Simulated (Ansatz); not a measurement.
GePd in space group Pnma (No. 62; Ge on 4c, Pd on 4c) at seven volumes, r²SCAN in the plane-wave PAW code Ansatz, shape and atoms relaxed at each. One row is withheld.

| V (Å³/atom) | P (GPa) |
|---|---|
| 14.686 | 16.41 |
| 15.170 | 9.90 |
| 15.654 | ? |
| 16.138 | 0.00 |
| 16.622 | -3.70 |
| 17.106 | -6.77 |
| 17.590 | -9.30 |

### Question
Fit the shown pressures and predict the withheld one.

### Answer
P = (3/2)B₀(x^(7/2) − x^(5/2))[1 + (3/4)(B′ − 4)(x − 1)] with x = (V₀/V)^(2/3). Least squares on the six rows gives V₀ = 16.139 Å³/atom, B₀ = 136 GPa, B′ = 5.28. At V = 15.654, x = 1.0205 and P = 4.50 GPa. The run itself gave 4.50 GPa.

The first step of the workflow began from a Materials Project structure, measured or hypothetical; the Crystallography Open Database files this formula in space group No. 62, but the cells were not matched. Whether it is the stable phase at ambient conditions was not checked. Symmetry was held in the r²SCAN relaxation; its stability against distortions is not shown here. No spin polarisation was allowed.

Potentials: the later of the program's two PAW sets.
